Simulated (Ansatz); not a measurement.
input.yaml

```yaml
crystal:
  lattice:
    - [3.1531044077, 1.8204456786, 5.1303155098]
    - [-3.1531044077, 1.8204456786, 5.1303155098]
    - [0.0, -3.6408913571, 5.1303155098]
  atoms:
    - { symbol: Ti, position: [0.2498783865, 0.7671852256, 0.2498783865] }
    - { symbol: Ti, position: [0.2498783865, 0.2498783865, 0.7671852256] }
    - { symbol: Ti, position: [0.7671852256, 0.2498783865, 0.2498783865] }
    - { symbol: Ti, position: [0.2328147744, 0.7501216135, 0.7501216135] }
    - { symbol: Ti, position: [0.7501216135, 0.2328147744, 0.7501216135] }
    - { symbol: Ti, position: [0.7501216135, 0.7501216135, 0.2328147744] }
    - { symbol: Ti, position: [0.2422142079, 0.2422142079, 0.2422142079] }
    - { symbol: Ti, position: [0.7577857921, 0.7577857921, 0.7577857921] }
    - { symbol: C, position: [0.0, 0.0, 0.5] }
    - { symbol: C, position: [0.5, 0.0, 0.0] }
    - { symbol: C, position: [0.0, 0.5, 0.0] }
    - { symbol: C, position: [0.5, 0.5, 0.5] }
    - { symbol: C, position: [0.0, 0.0, 0.0] }
basis:
  ecutwfc: 500
kpoints:
  mp_grid: { grid: [6, 6, 6] }
hamiltonian:
  xc: r2scan
scf:
  occupations: { method: gaussian, width: 0.1 }
output:
  forces: true
  stress: true
  eigenvalues: true
relax:
  adjacent_minimum: "off"
  f_tol: 0.01
  max_steps: 30
  cell: { stress_tol: 0.1, fix: [volume] }
```

Launched with
```bash
ansatz run input.yaml --threads 4 --pin off --max-ram 10240MiB --backend cpu --events-out ev --progress --plain --runs-dir out
```

Method: DFT r2SCAN, scalar-relativistic, plane waves, PAW (Ansatz 0.2.0).

From the run's log, abridged:

```
Pseudopotentials: kind: paw
Pseudopotential: Ti, paw, valence charge 12, recommended cutoff 500 eV (meta_gga)
Pseudopotential: C, paw, valence charge 4, recommended cutoff 500 eV (meta_gga)
Functional definition: r2SCAN
Crystal: 13 atoms, lattice volume = 176.690 Å³
Basis set: ecut = 500 eV, 4525 PW (Γ), exchange–correlation on 192×192×192 points (64 copies of the dense FFT grid, shifted against one another)
Bands: 71, of which v1, the nominal top of the filled ones, is band 58 counted from 1 (57 counted from 0)
Symmetry: 12 space group operations
Space group: R-3m (ITA 166), of the structure as read, at distance tolerance 5.6e-5 Å
k-points: 32 of 216
Initial density: superposition of atomic densities (neutral atoms: chi_scale 0, normalization atom), corrected by the library's trained network
Initial wavefunctions: pseudopotential atomic-orbital guess
Functional: x = r2scan, c = r2scan; τ floored in thin density (d = 2e-4 eV/Å³)
SCF iter   1: F=—  HF=-21303.526646 eV  |F-HF|=—  |Δ(HF+E_count)|=         —  Δρ=1.69e-2  dr2=5.58e-1  dr2_τ=6.55e-1  ethr=1.77e-3  ⟨swp⟩=5.8  Hψ=9048  notcnv=0
SCF iter   2: F=—  HF=-21303.671535 eV  |F-HF|=—  |Δ(HF+E_count)|=   1.45e-1  Δρ=4.85e-3  dr2=2.34e-2  dr2_τ=1.10e-2  ethr=4.81e-4  ⟨swp⟩=3.2  Hψ=4747  notcnv=0  defer=159
SCF iter   3: F=—  HF=-21303.677928 eV  |F-HF|=—  |Δ(HF+E_count)|=   6.39e-3  Δρ=2.79e-3  dr2=7.89e-3  dr2_τ=5.99e-4  ethr=2.02e-5  ⟨swp⟩=2.0  Hψ=2678  notcnv=0  defer=159
SCF iter   4: F=—  HF=-21303.682802 eV  |F-HF|=—  |Δ(HF+E_count)|=   4.87e-3  Δρ=1.26e-3  dr2=4.25e-3  dr2_τ=2.47e-4  ethr=6.80e-6  ⟨swp⟩=2.0  Hψ=2794  notcnv=0  defer=159
SCF iter   5: F=—  HF=-21303.682515 eV  |F-HF|=—  |Δ(HF+E_count)|=   2.87e-4  Δρ=4.40e-4  dr2=5.90e-4  dr2_τ=2.10e-5  ethr=3.66e-6  ⟨swp⟩=2.0  Hψ=2731  notcnv=0  defer=159
SCF iter   6: F=—  HF=-21303.682523 eV  |F-HF|=—  |Δ(HF+E_count)|=   7.79e-6  Δρ=1.35e-4  dr2=7.13e-5  dr2_τ=4.82e-6  ethr=5.08e-7  ⟨swp⟩=2.0  Hψ=2937  notcnv=0  defer=159
SCF iter   7: F=—  HF=-21303.682394 eV  |F-HF|=—  |Δ(HF+E_count)|=   1.28e-4  Δρ=6.53e-5  dr2=1.62e-5  dr2_τ=2.94e-7  ethr=6.14e-8  ⟨swp⟩=2.0  Hψ=2994  notcnv=0  defer=159
SCF iter   8: F=—  HF=-21303.682393 eV  |F-HF|=—  |Δ(HF+E_count)|=   1.05e-6  Δρ=1.01e-5  dr2=2.01e-7  dr2_τ=2.16e-8  ethr=1.39e-8  ⟨swp⟩=2.0  Hψ=2947  notcnv=0  defer=159
SCF iter   9: F=-21303.682393 eV  HF=-21303.682393 eV  |F-HF|=5.17e-9  |Δ(HF+E_count)|=   4.99e-8  Δρ=3.26e-6  dr2=1.62e-8  dr2_τ=1.06e-9  ethr=8.62e-11  ⟨swp⟩=12.2  Hψ=9112  notcnv=0
SCF 1 converged in 9 iterations: F = -21303.682393 eV  dr2 = 1.62e-8
relax step   1: F+E_penalty+E_count = -21303.68239330 eV  Δ(F+E_penalty+E_count) = +0.000e0 eV  max|allowed force component| = 4.093e-1 eV/Å  Δτ_max = 0.0000 Å  P = -15.021 GPa  Ω = 176.690 Å³  fix = [volume]  reactions: volume -15.021 GPa (9 SCF iters, dr2 threshold 1.00e-7 eV, accepted)
Basis set: ecut = 500 eV, 4513 PW (Γ), exchange–correlation on 192×192×192 points (64 copies of the dense FFT grid, shifted against one another)
Initial density: handed on by an earlier stage of this run
Initial wavefunctions: those handed on with the density
SCF iter   1: F=—  HF=-21303.556378 eV  |F-HF|=—  |Δ(HF+E_count)|=         —  Δρ=4.53e-3  dr2=7.88e-2  dr2_τ=3.05e-1  ethr=6.56e-5  ⟨swp⟩=1.3  Hψ=11190  notcnv=0
SCF iter   2: F=—  HF=-21303.707555 eV  |F-HF|=—  |Δ(HF+E_count)|=   1.51e-1  Δρ=2.22e-3  dr2=2.39e-2  dr2_τ=4.69e-4  ethr=6.56e-5  ⟨swp⟩=2.0  Hψ=4066  notcnv=0
SCF iter   3: F=—  HF=-21303.705036 eV  |F-HF|=—  |Δ(HF+E_count)|=   2.52e-3  Δρ=2.39e-3  dr2=1.79e-2  dr2_τ=9.34e-4  ethr=2.06e-5  ⟨swp⟩=2.1  Hψ=3232  notcnv=0
SCF iter   4: F=—  HF=-21303.703258 eV  |F-HF|=—  |Δ(HF+E_count)|=   1.78e-3  Δρ=6.66e-4  dr2=2.07e-3  dr2_τ=1.74e-5  ethr=1.54e-5  ⟨swp⟩=2.0  Hψ=2615  notcnv=0
SCF iter   5: F=—  HF=-21303.702855 eV  |F-HF|=—  |Δ(HF+E_count)|=   4.02e-4  Δρ=3.81e-4  dr2=4.27e-4  dr2_τ=4.49e-5  ethr=1.78e-6  ⟨swp⟩=2.0  Hψ=3104  notcnv=0
SCF iter   6: F=—  HF=-21303.702657 eV  |F-HF|=—  |Δ(HF+E_count)|=   1.98e-4  Δρ=1.13e-4  dr2=1.92e-5  dr2_τ=2.56e-6  ethr=3.68e-7  ⟨swp⟩=2.0  Hψ=3096  notcnv=0
SCF iter   7: F=—  HF=-21303.702660 eV  |F-HF|=—  |Δ(HF+E_count)|=   3.44e-6  Δρ=4.85e-5  dr2=3.26e-6  dr2_τ=4.86e-7  ethr=1.66e-8  ⟨swp⟩=2.0  Hψ=3150  notcnv=0
SCF iter   8: F=-21303.702661 eV  HF=-21303.702661 eV  |F-HF|=1.12e-7  |Δ(HF+E_count)|=   8.32e-7  Δρ=1.60e-5  dr2=5.47e-7  dr2_τ=3.74e-8  ethr=1.12e-9  ⟨swp⟩=8.8  Hψ=9344  notcnv=0
SCF 2 converged in 8 iterations: F = -21303.702661 eV  dr2 = 5.47e-7
relax step   2: F+E_penalty+E_count = -21303.70266112 eV  Δ(F+E_penalty+E_count) = -2.027e-2 eV  max|allowed force component| = 1.787e-1 eV/Å  Δτ_max = 0.0311 Å  P = -13.297 GPa  Ω = 176.690 Å³  energy of the carried Pulay correction = -1.541e-17 eV  fix = [volume]  reactions: volume -13.297 GPa (8 SCF iters, dr2 threshold 1.30e-6 eV, accepted)
Basis set: ecut = 500 eV, 4477 PW (Γ), exchange–correlation on 192×192×192 points (64 copies of the dense FFT grid, shifted against one another)
SCF iter   1: F=—  HF=-21303.693047 eV  |F-HF|=—  |Δ(HF+E_count)|=         —  Δρ=1.32e-3  dr2=6.61e-3  dr2_τ=2.65e-2  ethr=7.48e-6  ⟨swp⟩=2.0  Hψ=9675  notcnv=0
SCF iter   2: F=—  HF=-21303.707511 eV  |F-HF|=—  |Δ(HF+E_count)|=   1.45e-2  Δρ=6.88e-4  dr2=2.18e-3  dr2_τ=4.02e-5  ethr=5.70e-6  ⟨swp⟩=2.0  Hψ=3873  notcnv=0
SCF iter   3: F=—  HF=-21303.707325 eV  |F-HF|=—  |Δ(HF+E_count)|=   1.86e-4  Δρ=8.07e-4  dr2=2.00e-3  dr2_τ=1.12e-4  ethr=1.88e-6  ⟨swp⟩=2.0  Hψ=3102  notcnv=0
SCF iter   4: F=—  HF=-21303.707127 eV  |F-HF|=—  |Δ(HF+E_count)|=   1.98e-4  Δρ=2.07e-4  dr2=1.69e-4  dr2_τ=1.51e-6  ethr=1.72e-6  ⟨swp⟩=2.0  Hψ=2592  notcnv=0
SCF iter   5: F=—  HF=-21303.706962 eV  |F-HF|=—  |Δ(HF+E_count)|=   1.66e-4  Δρ=1.40e-4  dr2=6.37e-5  dr2_τ=6.00e-6  ethr=1.46e-7  ⟨swp⟩=2.0  Hψ=3109  notcnv=0
SCF iter   6: F=—  HF=-21303.706950 eV  |F-HF|=—  |Δ(HF+E_count)|=   1.13e-5  Δρ=3.79e-5  dr2=2.47e-6  dr2_τ=3.44e-7  ethr=5.49e-8  ⟨swp⟩=2.0  Hψ=3095  notcnv=0
SCF iter   7: F=-21303.706951 eV  HF=-21303.706951 eV  |F-HF|=7.28e-9  |Δ(HF+E_count)|=   2.42e-7  Δρ=1.64e-5  dr2=3.47e-7  dr2_τ=4.32e-8  ethr=1.12e-9  ⟨swp⟩=8.9  Hψ=8852  notcnv=0
SCF 3 converged in 7 iterations: F = -21303.706951 eV  dr2 = 3.47e-7
relax step   3: F+E_penalty+E_count = -21303.70695060 eV  Δ(F+E_penalty+E_count) = -4.289e-3 eV  max|allowed force component| = 5.850e-3 eV/Å  Δτ_max = 0.0095 Å  P = -13.826 GPa  Ω = 176.690 Å³  fix = [volume]  reactions: volume -13.826 GPa (7 SCF iters, dr2 threshold 1.30e-6 eV, accepted)
Initial wavefunctions: pseudopotential atomic-orbital guess (no wavefunctions were taken with the density)
SCF iter   1: F=—  HF=-21303.707117 eV  |F-HF|=—  |Δ(HF+E_count)|=         —  Δρ=2.06e-5  dr2=3.90e-7  dr2_τ=1.67e-7  ethr=3.12e-7  ⟨swp⟩=3.2  Hψ=14032  notcnv=0
SCF iter   2: F=—  HF=-21303.706986 eV  |F-HF|=—  |Δ(HF+E_count)|=   1.31e-4  Δρ=1.15e-5  dr2=1.45e-7  dr2_τ=2.73e-8  ethr=3.36e-10  ⟨swp⟩=2.5  Hψ=3233  notcnv=0
SCF iter   3: F=—  HF=-21303.706987 eV  |F-HF|=—  |Δ(HF+E_count)|=   2.63e-7  Δρ=6.17e-6  dr2=6.49e-8  dr2_τ=4.57e-9  ethr=1.25e-10  ⟨swp⟩=2.0  Hψ=2862  notcnv=0
SCF iter   4: F=—  HF=-21303.706987 eV  |F-HF|=—  |Δ(HF+E_count)|=   5.74e-8  Δρ=4.07e-6  dr2=5.04e-8  dr2_τ=2.54e-9  ethr=5.59e-11  ⟨swp⟩=2.0  Hψ=3111  notcnv=0
SCF iter   5: F=—  HF=-21303.706987 eV  |F-HF|=—  |Δ(HF+E_count)|=   8.26e-9  Δρ=1.56e-6  dr2=6.43e-9  dr2_τ=5.05e-10  ethr=4.35e-11  ⟨swp⟩=2.0  Hψ=2787  notcnv=0
SCF iter   6: F=-21303.706987 eV  HF=-21303.706987 eV  |F-HF|=2.00e-10  |Δ(HF+E_count)|=   5.26e-9  Δρ=3.65e-7  dr2=4.47e-10  dr2_τ=4.15e-11  ethr=1.00e-12  ⟨swp⟩=6.0  Hψ=8942  notcnv=0
SCF 4 converged in 6 iterations: F = -21303.706987 eV  dr2 = 4.47e-10
Basis set: ecut = 500 eV, 4483 PW (Γ), exchange–correlation on 192×192×192 points (64 copies of the dense FFT grid, shifted against one another)
SCF iter   1: F=—  HF=-21303.707078 eV  |F-HF|=—  |Δ(HF+E_count)|=         —  Δρ=1.16e-4  dr2=3.38e-5  dr2_τ=1.26e-4  ethr=3.47e-8  ⟨swp⟩=2.1  Hψ=10701  notcnv=0
SCF iter   2: F=—  HF=-21303.707170 eV  |F-HF|=—  |Δ(HF+E_count)|=   9.20e-5  Δρ=5.53e-5  dr2=8.07e-6  dr2_τ=3.82e-7  ethr=2.92e-8  ⟨swp⟩=2.0  Hψ=3695  notcnv=0
SCF iter   3: F=—  HF=-21303.707023 eV  |F-HF|=—  |Δ(HF+E_count)|=   1.47e-4  Δρ=3.82e-5  dr2=4.20e-6  dr2_τ=2.99e-7  ethr=6.96e-9  ⟨swp⟩=2.0  Hψ=2985  notcnv=0
SCF iter   4: F=—  HF=-21303.707023 eV  |F-HF|=—  |Δ(HF+E_count)|=   3.02e-7  Δρ=1.32e-5  dr2=3.23e-7  dr2_τ=8.09e-9  ethr=3.62e-9  ⟨swp⟩=2.0  Hψ=2707  notcnv=0
SCF iter   5: F=—  HF=-21303.707023 eV  |F-HF|=—  |Δ(HF+E_count)|=   2.24e-9  Δρ=5.14e-6  dr2=1.38e-7  dr2_τ=6.10e-9  ethr=2.79e-10  ⟨swp⟩=2.0  Hψ=3036  notcnv=0
SCF iter   6: F=-21303.707023 eV  HF=-21303.707023 eV  |F-HF|=2.20e-9  |Δ(HF+E_count)|=   1.02e-8  Δρ=1.71e-6  dr2=8.03e-9  dr2_τ=2.36e-10  ethr=2.21e-11  ⟨swp⟩=2.7  Hψ=7335  notcnv=0
SCF 5 converged in 6 iterations: F = -21303.707023 eV  dr2 = 8.03e-9
relax step   5: F+E_penalty+E_count = -21303.70702309 eV  Δ(F+E_penalty+E_count) = -3.635e-5 eV  max|allowed force component| = 2.521e-3 eV/Å  Δτ_max = 0.0005 Å  P = -13.815 GPa  Ω = 176.690 Å³  energy of the carried Pulay correction = -2.725e-6 eV  fix = [volume]  reactions: volume -13.815 GPa (6 SCF iters, dr2 threshold 2.57e-8 eV, accepted)
SCF iter   1: F=—  HF=-21303.707138 eV  |F-HF|=—  |Δ(HF+E_count)|=         —  Δρ=1.22e-5  dr2=2.33e-8  dr2_τ=7.22e-9  ethr=2.81e-7  ⟨swp⟩=3.3  Hψ=14092  notcnv=0
SCF iter   2: F=—  HF=-21303.707004 eV  |F-HF|=—  |Δ(HF+E_count)|=   1.34e-4  Δρ=6.41e-6  dr2=1.47e-8  dr2_τ=2.69e-8  ethr=2.01e-11  ⟨swp⟩=3.2  Hψ=4761  notcnv=0
SCF iter   3: F=—  HF=-21303.707005 eV  |F-HF|=—  |Δ(HF+E_count)|=   2.87e-7  Δρ=4.01e-6  dr2=3.76e-9  dr2_τ=1.06e-8  ethr=1.27e-11  ⟨swp⟩=2.0  Hψ=2943  notcnv=0
SCF iter   4: F=—  HF=-21303.707005 eV  |F-HF|=—  |Δ(HF+E_count)|=   2.10e-7  Δρ=1.22e-6  dr2=4.40e-9  dr2_τ=3.06e-10  ethr=3.24e-12  ⟨swp⟩=2.0  Hψ=3888  notcnv=0
SCF iter   5: F=—  HF=-21303.707005 eV  |F-HF|=—  |Δ(HF+E_count)|=   5.99e-9  Δρ=8.91e-7  dr2=1.00e-9  dr2_τ=3.54e-10  ethr=3.24e-12  ⟨swp⟩=2.0  Hψ=2787  notcnv=0
SCF iter   6: F=-21303.707005 eV  HF=-21303.707005 eV  |F-HF|=4.18e-10  |Δ(HF+E_count)|=   5.16e-9  Δρ=2.07e-7  dr2=4.95e-11  dr2_τ=2.70e-11  ethr=1.00e-12  ⟨swp⟩=7.1  Hψ=7977  notcnv=0
SCF 6 converged in 6 iterations: F = -21303.707005 eV  dr2 = 4.95e-11
SCF converged after 6 iterations
Free energy (F): -21303.707005 eV
Harris-Foulkes:  -21303.707005 eV  (|F-HF|=4.18e-10)
Internal energy: -21303.679319 eV  (E = F + TS)
E sigma→0 (E₀):  -21303.693162 eV
Entropy (-TS):   -0.027686 eV (-2.130 meV/atom)
Fermi energy:    12.052548 eV
--- Per-component energies (eV) ---
  E_band       = -1418.485535
  E_kinetic    = 2603.492038
  E_local      = -7654.152461  (includes V_loc(G=0)·N_el)
  E_nonlocal   = 175.304716
  E_hartree    = 3107.055734
  E_xc         = -980.749738
  E_vxc        = -1388.925867  (∫ρ·V_xc dr)
  E_paw        = -8947.560563  (= ΣΔE_a)
  E_vpaw       = -1457.990950  (= ΣTr[D̂ρ^β])
  E_aug_tail   = 0.000788  (compensation charges beyond the density's cutoff)
  E_vtau       = 89.674751  (kinetic-family band-sum trace: ∫τ·v_τ [+ j·A + Jᵃ·Aᵃ] dr)
  E_ewald      = -9604.918306
  E_core_change = -2.151526  (= ΣΔE_core)
  E_smearing   = -0.027686  (= −TS)
--- Forces (eV/Å), atoms counted from 1 ---
  atom   1  Ti    -0.00114638     0.00066186    -0.00176087
  atom   2  Ti     0.00000000    -0.00132372    -0.00176087
  atom   3  Ti     0.00114638     0.00066186    -0.00176087
  atom   4  Ti    -0.00114638    -0.00066186     0.00176087
  atom   5  Ti     0.00114638    -0.00066186     0.00176087
  atom   6  Ti     0.00000000     0.00132372     0.00176087
  atom   7  Ti     0.00000000     0.00000000    -0.00252637
  atom   8  Ti     0.00000000     0.00000000     0.00252637
  atom   9  C      0.00000000     0.00000000     0.00000000
  atom  10  C      0.00000000     0.00000000     0.00000000
  atom  11  C      0.00000000     0.00000000     0.00000000
  atom  12  C      0.00000000     0.00000000     0.00000000
  atom  13  C      0.00000000     0.00000000     0.00000000
--- Stress (GPa, compression-positive) ---
      -13.811958       0.000000       0.000000
        0.000000     -13.811958       0.000000
        0.000000       0.000000     -13.822212
  P = ⅓ Tr σ = -13.8154 GPa (-138.154 kbar)
--- Band table (eV; the first three rows and the last of 32) ---
  k-point 0: bands = ["-47.2840", "-47.2666", "-47.1925", "-47.1725", "-47.1723", "-47.1723", "-47.1539", "-47.1539", "-22.6998", "-22.6483", "-22.6463", "-22.6463", "-22.5841", "-22.5841", "-22.5798", "-22.3850", "-22.3816", "-22.3816", "-22.3622", "-22.3622", "-22.3584", "-22.3304", "-22.3033", "-22.3033", "-22.2810", "-22.2810", "-22.2584", "-22.2424", "-22.2207", "-22.2207", "-22.2170", "-22.2170", "-0.1728", "1.4083", "1.4083", "1.4472", "2.3634", "6.7077", "6.8106", "6.8106", "7.0639", "8.7690", "8.7690", "9.1214", "9.3008", "9.3008", "9.4194", "9.4194", "9.4814", "10.1703", "10.4589", "10.6317", "10.7259", "10.7259", "10.8690", "10.8690", "11.3754", "11.3754", "12.8017", "12.8017", "1 ...
  k-point 1: bands = ["-47.2821", "-47.2669", "-47.1921", "-47.1748", "-47.1717", "-47.1714", "-47.1549", "-47.1542", "-22.6912", "-22.6483", "-22.6372", "-22.6226", "-22.5748", "-22.5723", "-22.5640", "-22.3976", "-22.3813", "-22.3810", "-22.3663", "-22.3632", "-22.3579", "-22.3302", "-22.3172", "-22.3059", "-22.2842", "-22.2837", "-22.2652", "-22.2539", "-22.2343", "-22.2296", "-22.2222", "-22.2147", "-0.0638", "1.3423", "1.4061", "1.4757", "2.2234", "6.8360", "6.9567", "6.9949", "7.1879", "8.7317", "8.7404", "9.0598", "9.1438", "9.2517", "9.2865", "9.4122", "9.4798", "10.0766", "10.2623", "10.5616", "10.5697", "10.8078", "10.9905", "11.2737", "11.4284", "11.4469", "12.6767", "12.8588", "1 ...
  k-point 2: bands = ["-47.2776", "-47.2682", "-47.1904", "-47.1806", "-47.1701", "-47.1691", "-47.1572", "-47.1550", "-22.6705", "-22.6430", "-22.6164", "-22.5734", "-22.5554", "-22.5445", "-22.5206", "-22.4385", "-22.3913", "-22.3785", "-22.3699", "-22.3600", "-22.3481", "-22.3460", "-22.3309", "-22.3144", "-22.3091", "-22.2930", "-22.2885", "-22.2837", "-22.2467", "-22.2379", "-22.2308", "-22.2159", "0.2335", "1.1190", "1.4016", "1.5605", "1.9406", "7.1475", "7.3232", "7.3671", "7.6441", "8.5179", "8.5420", "8.6268", "8.9716", "9.0884", "9.1782", "9.4454", "9.6105", "9.6748", "9.9806", "10.2711", "10.7889", "11.0391", "11.1908", "11.5544", "11.5937", "11.7626", "12.3607", "12.9174", "12.9 ...
  k-point 31: bands = ["-47.2786", "-47.2662", "-47.1880", "-47.1828", "-47.1675", "-47.1675", "-47.1588", "-47.1588", "-22.6389", "-22.6124", "-22.6124", "-22.6035", "-22.5444", "-22.5444", "-22.4983", "-22.4352", "-22.3901", "-22.3901", "-22.3652", "-22.3525", "-22.3491", "-22.3491", "-22.3397", "-22.3389", "-22.3389", "-22.3050", "-22.3050", "-22.2774", "-22.2369", "-22.2369", "-22.2229", "-22.2229", "0.2528", "1.4015", "1.4015", "1.4300", "1.7632", "6.8897", "7.3180", "7.3180", "7.4995", "8.9715", "8.9715", "8.9833", "8.9833", "9.0873", "9.3195", "9.4127", "9.4127", "9.5925", "9.9245", "9.9245", "11.0328", "11.1972", "11.3230", "11.3230", "11.3479", "11.3479", "12.4577", "12.9037", "12.9 ...
--- Relaxed structure (4 steps of the walk, 4 accepted, 2 SCFs on fresh bases) ---
  F+E_penalty+E_count = -21303.70700498 eV   max|allowed force component| = 2.526e-3 eV/Å   (the final SCF, on the basis selected at the relaxed cell)
  cell:  # Å, volume = 176.6898 Å³
    - [3.14837016, 1.81771236, 5.14575615]
    - [-3.14837016, 1.81771236, 5.14575615]
    - [0.0, -3.63542472, 5.14575615]
  atoms:
    - { symbol: Ti, position: [0.25004647, 0.76954805, 0.25004647] }
    - { symbol: Ti, position: [0.25004647, 0.25004647, 0.76954805] }
    - { symbol: Ti, position: [0.76954805, 0.25004647, 0.25004647] }
    - { symbol: Ti, position: [0.23045194, 0.74995352, 0.74995352] }
    - { symbol: Ti, position: [0.74995352, 0.23045194, 0.74995352] }
    - { symbol: Ti, position: [0.74995352, 0.74995352, 0.23045194] }
    - { symbol: Ti, position: [0.24083059, 0.24083059, 0.24083059] }
    - { symbol: Ti, position: [0.75916940, 0.75916940, 0.75916940] }
    - { symbol: C, position: [0.0, 0.0, 0.5] }
    - { symbol: C, position: [0.5, 0.0, 0.0] }
    - { symbol: C, position: [0.0, 0.5, 0.0] }
    - { symbol: C, position: [0.5, 0.5, 0.5] }
    - { symbol: C, position: [0.0, 0.0, 0.0] }
```

The relaxation met its thresholds.

Time: 3.9 min on 4 threads of AMD EPYC (Zen 3) (shared host), peak memory 1.4 GiB.